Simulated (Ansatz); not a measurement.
**Is this LiAl2B2 structure stable?**

The structure comes from a generated guess, relaxed at this level; another structure or a mixture of phases may lie lower.

These are results of DFT PBE, scalar-relativistic, plane waves, PAW in Ansatz, not measurements. Settings of the last relaxation (5-atom cell): 420 eV, 12×12×6 k points, Gaussian smearing of 0.10 eV, no spin polarisation.

```
CELL_PARAMETERS angstrom
3.00286 0.00000 0.00000
-1.50143 2.60055 0.00000
0.00000 0.00000 7.77834
ATOMIC_POSITIONS crystal
Li 0.00000 0.00000 0.06551
Al 0.00000 0.00000 0.46347
Al 0.33333 0.66667 0.75618
B 0.33333 0.66667 0.27029
B 0.66667 0.33333 0.27222
```

Formation energies are uncorrected and refer to the elements' standard structures at the same level.

Question: These tests were run: energy against the elements; phonons on a 3×3×1 q mesh. What do they show?

Answer:

```json
{"test": "energy against the elements", "result": "−0.10 eV/atom"}
{"test": "phonons on a 3×3×1 q mesh", "result": "no imaginary mode on the mesh"}
```

It fails none of these tests. Other phases of the system weren't compared here, so this isn't yet thermodynamic stability.

The cell is a metal run without spin; a magnetic state may lie lower. The run for the phonons used a 12×12×6 k mesh and Fermi–Dirac smearing of 0.15 eV.
